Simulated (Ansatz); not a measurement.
CdTe:
```xyz
2
Lattice="0.0000 3.3091 3.3091 3.3091 0.0000 3.3091 3.3091 3.3091 0.0000" Properties=species:S:1:pos:R:3 pbc="T T T"
Te     4.9637     4.9637     4.9637
Cd     0.0000     0.0000     0.0000
```

DFT-PBE in the program Ansatz with PAW potentials gives a gap of 0.58 eV without spin–orbit coupling, maximum at Γ, minimum at Γ.

What happens when spin–orbit coupling is switched on?

The gap drops by 0.26 eV, to 0.32 eV; maximum at Γ, minimum at Γ.

How large is the spin–orbit splitting of the valence top at Γ?

The fourfold level lies 0.85 eV above the split-off pair.

Give the electron effective mass with spin–orbit coupling.

0.037 mₑ (isotropic).

Give the Z2 indices of the occupied bands with spin–orbit coupling.

0;(000).

Space group F-43m (zinc blende). The cell was relaxed with PBE under the symmetry of its start; of distortions, only those at the zone centre were tested.

Potentials: the later of the program's two PAW sets.
